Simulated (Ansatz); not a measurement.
SrTiO₃:
```
SrTiO3
1.0
    3.90754     0.00000     0.00000
    0.00000     3.90754     0.00000
    0.00000     0.00000     3.90754
Sr Ti O
1 1 3
Cartesian
  0.00000   0.00000   0.00000
  1.95377   1.95377   1.95377
  1.95377   0.00000   1.95377
  0.00000   1.95377   1.95377
  1.95377   1.95377   0.00000
```

Relaxed with r²SCAN. Special points in fractions of this cell's reciprocal vectors: Γ (0.000, 0.000, 0.000); X (0.000, 0.500, 0.000); M (0.500, 0.500, 0.000); R (0.500, 0.500, 0.500).

### Question
List the band energies nearest the valence-band maximum at these points for the program Ansatz at the r²SCAN level (PAW).

### Answer
In eV from the valence-band maximum; about four levels below and three above (degenerate sets whole), none deeper than 8.9 eV; points with the same levels are listed once.

```json
[
 {"k": "Γ", "below": "-1.21 -1.21 -1.21 -0.36 -0.36 -0.36", "above": "2.27 2.27 2.27"},
 {"k": "X", "below": "-2.35 -2.35 -1.98 -0.74 -0.74", "above": "2.42 4.15 4.15"},
 {"k": "M", "below": "-1.76 -1.59 -1.59 -0.08", "above": "4.16 4.16 4.64"},
 {"k": "R", "below": "-3.77 -3.77 -3.77 0.00 0.00 0.00", "above": "4.85 4.85 4.85"}
]
```

Space group Pm-3m (cubic perovskite). Symmetry was held in the r²SCAN relaxation. At this level the phase is dynamically unstable (imaginary phonons). The run is not spin-polarised. Spin–orbit coupling is left out wherever it is not named.

Potentials: the earlier of the program's two PAW sets.
